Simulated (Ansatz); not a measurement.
Mg₅CdSe₆: stable or not

The structure comes from a generated guess, relaxed at this level; another structure or a mixture of phases may lie lower.

Theory: Ansatz, DFT PBE, scalar-relativistic, plane waves, PAW. Plane waves to 420 eV, a 6×6×2 mesh through Γ for the 12-atom cell and 0.02 eV Gaussian smearing; no spin polarisation.

```cif
data_structure
_symmetry_space_group_name_H-M 'P3m1'
_symmetry_Int_Tables_number 156
_cell_length_a 4.2655
_cell_length_b 4.2655
_cell_length_c 20.8664
_cell_angle_alpha 90.000
_cell_angle_beta 90.000
_cell_angle_gamma 120.000
_cell_volume 328.78
loop_
_atom_site_label
_atom_site_type_symbol
_atom_site_symmetry_multiplicity
_atom_site_Wyckoff_symbol
_atom_site_fract_x
_atom_site_fract_y
_atom_site_fract_z
_atom_site_occupancy
Mg1 Mg 1 b 0.33333 0.66667 0.00130 1
Mg2 Mg 1 a 0.00000 0.00000 0.16639 1
Mg3 Mg 1 c 0.66667 0.33333 0.33151 1
Mg4 Mg 1 b 0.33333 0.66667 0.49636 1
Mg5 Mg 1 c 0.66667 0.33333 0.83607 1
Cd1 Cd 1 a 0.00000 0.00000 0.66816 1
Se1 Se 1 b 0.33333 0.66667 0.12574 1
Se2 Se 1 a 0.00000 0.00000 0.29084 1
Se3 Se 1 c 0.66667 0.33333 0.45597 1
Se4 Se 1 b 0.33333 0.66667 0.62072 1
Se5 Se 1 a 0.00000 0.00000 0.79632 1
Se6 Se 1 c 0.66667 0.33333 0.96062 1
```

The zero of energy is the elements' standard structures at the same level; no fitted shifts are applied.

**Question.** These tests were run: energy against the elements; random kick, then relaxation without symmetry; phonons on a 2×2×1 q mesh; elastic tensor. What do they show?

**Answer.**

```csv
test,result
energy against the elements,−1.149 eV/atom
"random kick, then relaxation without symmetry",returns
phonons on a 2×2×1 q mesh,no imaginary mode on the mesh
elastic tensor,least eigenvalue 9 GPa
```

It fails none of these tests. Whether a mixture of other phases lies lower isn't tested here.

The reference form of Se is held partly by dispersion forces, which this level lacks. The kick test ran on a coarse mesh. The run for the phonons used a 6×6×2 k mesh. The run for the elastic tensor used a 6×6×2 k mesh.
